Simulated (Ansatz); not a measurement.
Problem. Name crystals whose computed values (PBE (plane waves, PAW; program Ansatz)) fall in these windows: B₀ by P(V) fit (GPa) 89 to 110; electron conductivity mass (mₑ) 1.1 to 1.3.

Solution. 

| crystal | B₀ by P(V) fit (GPa) | electron conductivity mass (mₑ) |
|---|---|---|
| LiNbO3, R3c (Li on 6a, Nb on 6a, O on 18b) | 97.9 | 1.1 |
Others may fit too.

The cell was relaxed under the symmetry of its start. Rows with no word on spin ran without spin polarisation. Scalar-relativistic: spin–orbit coupling is off unless named, which matters more the heavier the elements.

Potentials: the later of the program's two PAW sets.
